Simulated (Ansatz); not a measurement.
According to plane-wave PAW PBEsol (Ansatz code), TaAl in the L1₀ or tetragonal B2 structure (P4/mmm) relaxes to a = 2.807 Å, c = 4.155 Å. Al has 12 nearest neighbours from 2.81 Å (cuboctahedral). Its formation energy from the elements is -0.22 eV/atom, with no fitted shifts.

Electronic character: metallic (no gap). Gap from PBEsol with spin–orbit coupling: none (metallic).

An equation-of-state fit gives a bulk modulus of 165 GPa. The highest mode at Γ lies at 304 cm^-1.

The start of the workflow was typed in or built on a structure type; neither database checked (COD, Materials Project) lists it. Whether it is the stable phase at ambient conditions was not checked. The PBEsol relaxation kept the symmetry of its start; whether a distortion lowers the energy is not shown. No spin polarisation was allowed. As this level gives no gap, phonon frequencies hold no LO–TO term and depend on the k-mesh and smearing (Fermi–Dirac, 0.1 eV here). Axis ratios of metals converge slowly with the k-mesh, so a and c are less sure than the volume. The references are the lowest solids computed at this level, not always the standard phases. Scalar-relativistic: spin–orbit coupling is off unless named, which matters more the heavier the elements.

Potentials: the earlier of the program's two PAW sets. The files were generated under PBE; for other functionals the program regenerates the frozen cores, and for LDA and PBEsol the local potential too.
